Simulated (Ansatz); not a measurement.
Ansatz input

```yaml
crystal:
  lattice:
    - [7.7810000391, 0.0, 0.0]
    - [0.0, 7.7810000391, 0.0]
    - [0.0, 0.0, 7.7810000391]
  atoms:
    - { symbol: Ba, position: [1.0, 0.0, 0.0] }
    - { symbol: Ba, position: [0.5, 0.5, 0.5] }
    - { symbol: Ba, position: [0.25, 1.0, 0.5] }
    - { symbol: Ba, position: [0.75, 0.0, 0.5] }
    - { symbol: Ba, position: [0.5, 0.25, 0.0] }
    - { symbol: Ba, position: [0.5, 0.75, 0.0] }
    - { symbol: Ba, position: [0.0, 0.5, 0.25] }
    - { symbol: Ba, position: [0.0, 0.5, 0.75] }
hamiltonian:
  xc: pbesol
  pseudopotentials:
    kind: paw
    azcp:
      Ba: "pseudopotentials/Ba.paw.azcp"
basis:
  ecutwfc: 420
  fft_grid_basis: typed
kpoints:
  mp_grid: { grid: [5, 5, 5], shift: [0, 0, 0] }
magnetization:
  spin_polarized: false
scf:
  occupations: { method: fermi_dirac, width: 0.1 }
```

Output

```
Warning: the record states the generating functional pbe (its physics header spells it `PBE`), which answers neither for hamiltonian.xc's functional nor for the pbesol family's — results may be inconsistent (PPs are generated against a specific XC)
Engine: ansatz 0.2.0, aarch64-unknown-linux-gnu
Pseudopotentials: kind: paw
Pseudopotential: Ba, paw, valence charge 10, recommended cutoff 420 eV (normal) 
Functional definition: PBEsol
  exchange = pbesol_x
  correlation = pbesol_c
Crystal: 8 atoms, lattice volume = 471.093 Å³
Basis set: ecut = 420 eV, 9171 PW (Γ)
Bands: 48, of which v1, the nominal top of the filled ones, is band 40 counted from 1 (39 counted from 0)
Symmetry: 48 space group operations
Space group: Pm-3n (ITA 223), of the structure as read, at distance tolerance 7.8e-5 Å
k-points: 10 of 125
Non-local potential: Ba, projectors of the file, l = 0: 3, l = 1: 2, l = 2: 2, l = 3: 2
PAW form: soft (Blöchl's): semilocal exchange-correlation on the pseudo side does not see the compensation charge
PAW frozen core: Ba, regenerated for the run's functional, and the local potential with it (the file was generated under x = pbe(κ = 0.804, μ = 0.2195149727645171), c = pbe(β = 0.06672455060314922))
PAW one-centre angular grid: Ba, 194 points (default); XC on 64 Gauss nodes
Initial density: superposition of atomic densities (neutral atoms: chi_scale 0, normalization atom), corrected by the library's trained network
Initial wavefunctions: pseudopotential atomic-orbital guess
Functional: x = pbesol(κ = 0.804, μ = 0.12345679012345678), c = pbesol(β = 0.046)
SCF iter   1: F=—  HF=-46900.654387 eV  |F-HF|=—  |Δ(HF+E_count)|=         —  Δρ=1.75e-3  dr2=2.30e-2  ethr=1.77e-3  ⟨swp⟩=14.2  Hψ=7102  notcnv=0
automatic band count: the SCF goes on with 56 bands, as 48 were too few: the levels above may hold too much charge
SCF iter   2: F=—  HF=-46900.653733 eV  |F-HF|=—  |Δ(HF+E_count)|=   6.54e-4  Δρ=1.06e-3  dr2=9.76e-3  ethr=2.88e-5  ⟨swp⟩=1.1  Hψ=690  notcnv=0
SCF iter   3: F=—  HF=-46900.653190 eV  |F-HF|=—  |Δ(HF+E_count)|=   5.43e-4  Δρ=1.33e-4  dr2=1.33e-4  ethr=1.22e-5  ⟨swp⟩=2.0  Hψ=671  notcnv=0
SCF iter   4: F=—  HF=-46900.653223 eV  |F-HF|=—  |Δ(HF+E_count)|=   3.33e-5  Δρ=3.82e-5  dr2=1.11e-5  ethr=1.66e-7  ⟨swp⟩=2.8  Hψ=1104  notcnv=0
SCF iter   5: F=—  HF=-46900.653451 eV  |F-HF|=—  |Δ(HF+E_count)|=   2.28e-4  Δρ=8.40e-6  dr2=5.62e-7  ethr=1.39e-8  ⟨swp⟩=2.7  Hψ=1089  notcnv=0
SCF iter   6: F=-46900.653451 eV  HF=-46900.653451 eV  |F-HF|=2.95e-9  |Δ(HF+E_count)|=   1.14e-7  Δρ=1.88e-6  dr2=3.15e-8  ethr=1.25e-10  ⟨swp⟩=3.0  Hψ=1377  notcnv=0
SCF 1 converged in 6 iterations: F = -46900.653451 eV  dr2 = 3.15e-8
SCF converged after 6 iterations
Free energy (F): -46900.653451 eV
Harris-Foulkes:  -46900.653451 eV  (|F-HF|=2.95e-9)
Internal energy: -46900.291166 eV  (E = F + TS)
E sigma→0 (E₀):  -46900.472308 eV
Entropy (-TS):   -0.362285 eV (-45.286 meV/atom)
Fermi energy:    6.374650 eV
--- Per-component energies (eV) ---
  E_band       = -637.177313
  E_kinetic    = 1335.816697
  E_local      = -2908.922831  (includes V_loc(G=0)·N_el)
  E_nonlocal   = 468.480798
  E_hartree    = 916.055357
  E_xc         = -1322.395036
  E_vxc        = -1068.659925  (∫ρ·V_xc dr)
  E_paw        = -41124.162177  (= ΣΔE_a)
  E_vpaw       = -296.000867  (= ΣTr[D̂ρ^β])
  E_aug_tail   = -0.000016  (compensation charges beyond the density's cutoff)
  E_ewald      = -4266.375423
  E_core_change = 1.211465  (= ΣΔE_core)
  E_smearing   = -0.362285  (= −TS)
  E_closure    = -0.000000  (closes the sum)
  Σ components = -46900.653451   (vs F -46900.653451, Δ=0.00e0)
```

Launched by

```sh
ansatz run input.yaml --threads 4 --pin off --max-ram 8192MiB --backend cpu --events-out ev --progress --plain --runs-dir out
```

On 4 threads of Arm Neoverse V1 (shared host) this took about 7.2 s of wall time and 28 s of CPU time, with 1 GiB at the peak.
